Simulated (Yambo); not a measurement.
A G0W0@LDA run in Yambo for HgZnS2 (space group R3m, No. 160) (4×4×4 Γ-centred k mesh, bands 9 to 182 and a 8 Ry block in the screening, 182 bands in G with the Bruneval-Gonze terminator, plasmon pole fitted at 27.2 eV) gives these matrix elements, in eV, at the band edges (Γ → Γ):

```tsv
state	E0	<Vxc>	<Σx>	<Σc(E0)>	Z
valence edge	0.000	-15.923	-18.691	1.982	0.783
conduction edge	0.325	-12.279	-8.377	-3.471	0.805
```

Solve the linearised quasiparticle equation for both states, give the gap, and say how exchange and correlation each act on it.

E = E0 + Z(Σx + Σc − Vxc). Valence: 0.000 + 0.783 × (-18.691 + (1.982) − (-15.923)) = -0.62 eV. Conduction: 0.325 + 0.805 × (-8.377 + (-3.471) − (-12.279)) = 0.67 eV. The gap is 1.29 eV, against 0.32 eV in LDA. Replacing Vxc by bare exchange alone would open it by 6.67 eV; correlation takes back 5.45 eV of that, and Z scales what is left. Convergence of the G0W0 settings was not tested. Spin-orbit coupling is left out, which matters for elements this heavy: edges can move by tenths of an eV. So small a LDA gap in heavy elements may be inverted, where one-shot corrections to single bands mislead.

Geometry relaxed with LDA; primitive cell a = b = c = 6.856 Å, α = β = γ = 33.09°.

The structure is a Materials Project entry; no match was found in the copy of COD used, and its stability was not checked.
